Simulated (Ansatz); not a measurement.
NbIr in space group Pmma (No. 51; Ir on 2e, Nb on 2f) at seven volumes, plane-wave PAW LDA (Ansatz code), shape and atoms relaxed at each. One row is withheld.

```csv
V (Å³/atom),P (GPa)
13.987,33.28
14.448,20.35
14.909,9.35
15.370,0.00
15.831,-7.93
16.292,?
16.754,-20.29
```

**Question.** Fit the shown pressures and predict the withheld one.

**Answer.** Third-order Birch–Murnaghan: P = (3/2)B₀(x^(7/2) − x^(5/2))[1 + (3/4)(B′ − 4)(x − 1)] with x = (V₀/V)^(2/3). Least squares on the six rows gives V₀ = 15.371 Å³/atom, B₀ = 285.7 GPa, B′ = 4.48. At V = 16.292, x = 0.9619 and P = -14.60 GPa. The run itself gave -14.64 GPa.

The start of the workflow was typed in or built on a structure type; the Crystallography Open Database copy checked does not list it. COD files the formula under space group No. 123. Its standing as an ambient phase is unchecked. The LDA relaxation kept the symmetry of its start; its stability against distortions is not shown here. The run is not spin-polarised. Spin–orbit coupling is left out wherever it is not named.

Potentials: the later of the program's two PAW sets.
